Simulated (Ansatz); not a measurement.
Starting cell, AlN (wurtzite):

```
AlN
1.0
    3.13030     0.00000     0.00000
   -1.56515     2.71092     0.00000
    0.00000     0.00000     5.01801
Al N
2 2
Direct
  0.66667   0.33333   0.00337
  0.33333   0.66667   0.50337
  0.66667   0.33333   0.62183
  0.33333   0.66667   0.12183
```

In this cell atom 1 (Al, nearest neighbour N at 1.903 Å; its periodic images, 3.1 Å or more away, move with it) is moved by s towards the nearest neighbour, unit vector (-0.823, 0.475, 0.312); all other atoms and the cell stay fixed.

The numbers are results of PBE (plane waves to 420 eV, PAW, scalar-relativistic; Ansatz, a quantum-chemistry and plane-wave program), not measurements. k mesh 10×10×6 (Γ-centred), Fermi-Dirac smearing 0.05 eV. E stands for the smeared free energy. AlN was relaxed with its symmetry unable to fall. The zero of ΔE is the undisplaced structure.

| s (Å) | ΔE (meV/cell) |
|---|---|
| -0.190 | 214 |
| -0.152 | 144 |
| -0.114 | 86 |
| -0.076 | withheld |
| -0.038 | 11 |
| 0.000 | 0 |
| 0.038 | 12 |
| 0.076 | 49 |
| 0.114 | 117 |
| 0.152 | 221 |
| 0.190 | 365 |

### Question
Fit a polynomial form (powers 2, 3, 4) to the given rows and predict ΔE at s = -0.076.

### Answer
Least squares on the 10 given rows: ΔE = (7683)·s² + (10980)·s³ + (9312)·s⁴, in meV/cell with s in Å; root-mean-square residual 0.4 meV/cell. At -0.076 the fit gives 40 meV/cell; the calculation gives 40 meV/cell, the same to the digits shown. The quadratic term alone would give 44 meV/cell.

(For displaced atoms, the force is minus the slope of the energy, and its curvature is a force constant, which sets phonon frequencies.)
